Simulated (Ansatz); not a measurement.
AgW:
```xyz
2
Lattice="3.1761 0.0000 0.0000 0.0000 3.1761 0.0000 0.0000 0.0000 3.1761" Properties=species:S:1:pos:R:3 pbc="T T T"
Ag     0.0000     0.0000     0.0000
W      1.5880     1.5880     1.5880
```

This is the PBEsol-relaxed structure.

Question: All from PBEsol in the plane-wave PAW code Ansatz, unless another level is named. Predict the bulk modulus (Birch–Murnaghan fit).

Answer: 225 GPa.

Question: Give the highest zone-centre frequency.

Answer: 159 cm⁻¹.

Question: Next, the elastic constants (relaxed ions, GPa)?

Answer: C11 = 78.6, C12 = 298, C44 = 146.

Space group Pm-3m (CsCl type). The start of the workflow was typed in or built on a structure type; neither database checked (COD, Materials Project) lists it. Whether it is the stable phase at ambient conditions was not checked. Symmetry was held in the PBEsol relaxation. At this level the phase is mechanically unstable. The run is not spin-polarised. Its formation energy is positive at this level, so the cell may be metastable or incomplete. As this level gives no gap, shear constants depend on the k-mesh and smearing (Fermi–Dirac, 0.1 eV here). As this level gives no gap, phonon frequencies hold no LO–TO term and depend on the k-mesh and smearing (Fermi–Dirac, 0.1 eV here). Spin–orbit coupling is left out wherever it is not named.

Potentials: the later of the program's two PAW sets.
